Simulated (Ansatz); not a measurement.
Name crystals whose computed values (the program Ansatz at the PBEsol level (PAW)) fall in these windows: G_Hill (GPa) 23 to 29; B₀ by P(V) fit (GPa) 150 to 190.



| crystal | G_Hill (GPa) | B₀ by P(V) fit (GPa) |
|---|---|---|
| Au, dhcp (α-La type) | 27.2 | 174 |
| Nb, bcc (W type) | 28.2 | 181 |
| Au, fcc (Cu type) | 24.3 | 174 |
Others may fit too.

Not the usual ambient phase: Au, dhcp (α-La type). All cells were relaxed under the symmetry of their starts (and spin orders); stability against distortions was not tested throughout. Rows with no word on spin ran without spin polarisation. Spin–orbit coupling is left out wherever it is not named.

Potentials: the earlier of the program's two PAW sets.
